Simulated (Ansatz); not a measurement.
MgSe:
```
CELL_PARAMETERS angstrom
      0.00000     2.73611     2.73611
      2.73611     0.00000     2.73611
      2.73611     2.73611     0.00000
ATOMIC_POSITIONS crystal
  Se 0.00000 0.00000 0.00000
  Mg 0.50000 0.50000 0.50000
```

Plane-wave PAW r²SCAN (Ansatz code) gives a gap of 2.48 eV without spin–orbit coupling, maximum at Γ, minimum at X.

Problem. What happens when spin–orbit coupling is switched on?

Solution. The gap shrinks by 0.14 eV, to 2.34 eV; maximum at Γ, minimum at X.

Problem. How large is the spin–orbit splitting of the valence top at Γ?

Solution. The fourfold level lies 0.41 eV above the split-off pair.

Problem. Give the electron effective mass with spin–orbit coupling.

Solution. 0.25, 0.25, 0.48 mₑ (principal values).

Problem. Give the hole effective mass with spin–orbit coupling, band 1 of 2 at the edge.

Solution. 0.77 along [100], 1.5 along [110], 2.1 along [111] (mₑ).

Problem. Give the hole effective mass with spin–orbit coupling, band 2 of 2 at the edge.

Solution. 0.25 along [100], 0.22 along [110], 0.21 along [111] (mₑ).

Space group Fm-3m (rock salt). The r²SCAN relaxation kept the symmetry of its start.

Potentials: the later of the program's two PAW sets.
